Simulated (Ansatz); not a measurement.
## MnSe in the NiAs-type structure

The computed numbers are results of PBEsol, scalar-relativistic (collinear spin) in the plane-wave PAW code Ansatz at 420 eV, 10×10×6 k-mesh, Gaussian smearing of 0.05 eV. The datasets are Ansatz's generated set soft_2.

```cif
data_structure
_symmetry_space_group_name_H-M 'P 1'
_symmetry_Int_Tables_number 1
_cell_length_a 3.7602
_cell_length_b 3.7602
_cell_length_c 5.6574
_cell_angle_alpha 90.000
_cell_angle_beta 90.000
_cell_angle_gamma 120.000
_cell_volume 69.27
loop_
_atom_site_label
_atom_site_type_symbol
_atom_site_fract_x
_atom_site_fract_y
_atom_site_fract_z
_atom_site_occupancy
Mn1 Mn 0.00000 0.00000 0.00000 1
Mn2 Mn 0.00000 0.00000 0.50000 1
Se1 Se 0.33333 0.66667 0.25000 1
Se2 Se 0.66667 0.33333 0.75000 1
```

The start was a prototype's sites filled with these elements. The Crystallography Open Database lists the compound in space groups P63mc, F-43m, Fm-3m (rock salt), so this is a trial structure.

Magnetic state: ferromagnetic, site spin moments Mn 3.55 μB.

Which orbitals carry the states at the Fermi level, and how many states are there?

Within 0.1 eV of it: Mn 3d 72 %, Se 4p 26 % (shares among the projected shells). The density of states at the Fermi level is about 3.3 states/eV per cell, averaged over 0.3 eV.

Density of states (tetrahedra, averaged over 0.3 eV; states/eV per cell of 4 atoms; energy in eV from the Fermi level; projections on Löwdin-orthogonalised atomic orbitals, summed over sites):

```
    E  total  Se 4p  Mn 3d up  Mn 3d down  Mn 4s  Se 4s
-7.60   0.00   0.00      0.00        0.00   0.00   0.00
-7.30   0.54   0.36      0.07        0.00   0.10   0.01
-7.00   1.14   0.78      0.13        0.00   0.20   0.02
-6.70   2.44   1.75      0.23        0.05   0.34   0.04
-6.40   2.44   1.78      0.20        0.08   0.31   0.05
-6.10   2.65   1.97      0.22        0.12   0.25   0.06
-5.80   1.70   1.23      0.19        0.08   0.13   0.05
-5.50   2.00   1.44      0.27        0.10   0.13   0.04
-5.20   3.11   1.89      0.97        0.07   0.11   0.04
-4.90   3.62   2.23      1.13        0.09   0.09   0.03
-4.60   4.58   2.83      1.44        0.12   0.07   0.03
-4.30   4.19   2.54      1.26        0.22   0.07   0.02
-4.00   3.75   2.41      0.70        0.52   0.04   0.01
-3.70   3.04   1.91      0.51        0.53   0.02   0.01
-3.40   3.67   1.79      1.18        0.61   0.02   0.01
-3.10   3.75   1.04      2.27        0.36   0.01   0.01
-2.80   4.79   0.50      4.05        0.16   0.02   0.01
-2.50   6.41   0.50      5.68        0.09   0.06   0.03
-2.20   3.45   0.37      2.92        0.05   0.04   0.04
-1.90   2.82   0.49      2.15        0.02   0.06   0.06
-1.60   2.04   0.44      1.45        0.02   0.04   0.06
-1.30   2.09   0.48      1.24        0.21   0.04   0.07
-1.00   2.79   0.70      1.25        0.63   0.05   0.08
-0.70   1.65   0.40      0.40        0.71   0.02   0.03
-0.40   2.48   0.75      0.73        0.80   0.05   0.04
-0.10   2.73   0.73      0.61        1.19   0.04   0.03
 0.20   3.51   0.75      0.56        1.94   0.06   0.02
 0.50   5.65   1.00      0.59        3.71   0.09   0.02
 0.80   6.49   0.56      0.24        5.38   0.10   0.03
 1.10   2.58   0.10      0.01        2.32   0.07   0.02
 1.40   4.37   0.21      0.00        3.91   0.09   0.08
 1.70   3.06   0.33      0.00        2.46   0.06   0.11
 2.00   1.97   0.33      0.00        1.46   0.05   0.05
 2.30   2.04   0.42      0.00        1.35   0.11   0.03
 2.60   2.56   0.62      0.01        1.46   0.24   0.02
 2.90   1.34   0.31      0.02        0.56   0.27   0.02
 3.20   0.93   0.15      0.03        0.07   0.42   0.02
 3.50   1.05   0.14      0.02        0.03   0.44   0.03
 3.80   1.43   0.20      0.03        0.04   0.51   0.05
 4.10   1.90   0.27      0.04        0.06   0.64   0.08
 4.40   1.98   0.28      0.03        0.10   0.71   0.06
 4.70   1.55   0.19      0.01        0.10   0.54   0.04
 5.00   1.51   0.18      0.01        0.08   0.46   0.04
 5.30   2.28   0.26      0.01        0.15   0.59   0.06
 5.60   2.06   0.19      0.02        0.08   0.39   0.03
 5.90   2.13   0.14      0.02        0.05   0.27   0.01
```

The run wasn't fully tested for a lower electronic state. Site moments are of spin, integrated over atomic spheres. No antiparallel order was tried.
